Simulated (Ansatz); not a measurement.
## Harmonic thermodynamics of W at 1.02 times its equilibrium volume

Computed with DFT PBEsol, scalar-relativistic, plane waves, PAW (Ansatz 0.2.0). Plane waves to 420 eV; Γ-centred k mesh 20×20×20; Fermi-Dirac smearing of 0.15 eV. No spin polarisation. Phonons by linear response, acoustic sum rule imposed.

The cell, relaxed in shape and atoms at 1.02 times its equilibrium volume:
```yaml
crystal:
  lattice:
    - [-1.58755, 1.58755, 1.58755]
    - [1.58755, -1.58755, 1.58755]
    - [1.58755, 1.58755, -1.58755]
  atoms:
    - { symbol: W, position: [0.00000, 0.00000, 0.00000] }
```

In a metal, frequencies and elastic constants depend on the k mesh and the smearing, soft modes and shear constants most. Some empty bands missed the eigensolver's threshold. Spin–orbit coupling is left out, which matters for heavy elements. The q mesh is coarse, so values between its points are rough.

Force constants from linear response on a 2×2×2 q mesh, interpolated to a fine mesh.

**Question.** What is the zero-point energy per atom?

**Answer.** 28.3 meV.

**Question.** How large are the vibrational entropy and heat capacity at 300 K?

**Answer.** S = 4.11 k_B and C_V = 2.86 k_B per atom, 95 % of the Dulong–Petit value.

**Question.** Tabulate them against temperature.

**Answer.**
```tsv
T (K)	F_vib (meV/atom)	S (k_B/atom)	C_V (k_B/atom)
100	24.6	1.30	2.03
200	5.7	2.98	2.71
300	-25.1	4.11	2.86
400	-64.3	4.94	2.92
500	-109.8	5.60	2.95
600	-160.5	6.14	2.97
700	-215.4	6.60	2.97
800	-274.0	6.99	2.98
900	-335.8	7.34	2.98
1000	-400.4	7.66	2.99
```

Cost: 1 run of about 0.66 core-minutes, on Intel Xeon 6975P-C (Granite Rapids) (shared hosts).